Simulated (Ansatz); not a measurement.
As in space group Pm-3m (No. 221; As on 1b) under volume change, DFT-PBEsol in the program Ansatz with PAW potentials, scaled uniformly.

| V (Å³/atom) | E − E(relaxed) (meV/atom) | P (GPa) |
|---|---|---|
| 17.692 | 50.9 | 10.35 |
| 18.275 | 21.0 | 6.22 |
| 18.858 | 4.8 | 2.75 |
| 19.441 | 0.0 | 0.00 |
| 20.025 | 4.5 | -2.44 |
| 20.608 | (withheld) | (withheld) |
| 21.191 | (withheld) | (withheld) |

Some entries are withheld; supply them.


- 21.191, E − E(relaxed) (meV/atom): 37.5
- 21.191, P (GPa): -6.39
- 20.608, E − E(relaxed) (meV/atom): 17.4
- 20.608, P (GPa): -4.59

What does a third-order Birch–Murnaghan fit give for V₀, B₀ and B′?

V₀ = 19.43 Å³/atom, B₀ = 89.0 GPa, B′ = 4.5.

The workflow started from a Materials Project entry (that database holds measured and hypothetical structures alike); the Crystallography Open Database copy checked does not list it. It is not the phase usual at ambient conditions (space group No. 166). The PBEsol relaxation kept the symmetry of its start; whether a distortion lowers the energy is not shown.

Potentials: the later of the program's two PAW sets.
